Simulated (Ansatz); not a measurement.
## SiO₂: gradients before and after relaxing the atoms

Start: a COD entry, atoms as given.

Space group P4_12_12 (No. 92); a = 4.9080, c = 6.7840 Å.

```
site  Wyckoff  site symmetry       x       y       z
  Si       4a            ..2  0.3083  0.3083  0.0000
   O       8b              1  0.2387  0.1161  0.1865
```

One atom of each set is listed.

Level of theory: DFT, PBE, plane waves and PAW (field gradients read without the response of the frozen cores, which leaves them typically 4 to 6 % off), scalar-relativistic, 420 eV cutoff, Γ-centred 5×5×4 k-points, Fermi–Dirac smearing 0.02 eV (Ansatz 0.2.0).

The largest force at the start is 0.88 eV/Å. Relaxing the ions at fixed cell moves them by 0.082 Å at most (atom 9, O) and 0.069 Å rms. End positions:

Si (0.3123, 0.3123, 0.0000)
O (0.2337, 0.1302, 0.1920)

```csv
site,moved (Å),first shell before,first shell after,V_zz before (10²¹ V/m²),η before
Si,0.028,4 O at 1.59–1.61 Å,4 O at 1.62–1.63 Å,-1.09,0.73
O,0.082,"2 Si at 1.59–1.61 Å, angle 143°","2 Si at 1.62–1.63 Å, angle 139°",9.06,0.20
```

Problem. How do the gradients change?

Solution. 

| site | V_zz after | η after | change of V_zz |
| --- | --- | --- | --- |
| Si | -0.42 | 0.83 | +0.67 |
| O | 9.45 | 0.24 | +0.39 |

The largest change of V_zz is on Si, from -1.09 to -0.42. In per cent, |V_zz| changes by -62 on Si, +4 on O (all sites that start above 0.5).

The cell is 5 % smaller than that of α-cristobalite at ambient conditions, so the entry probably stands for a crystal under pressure.
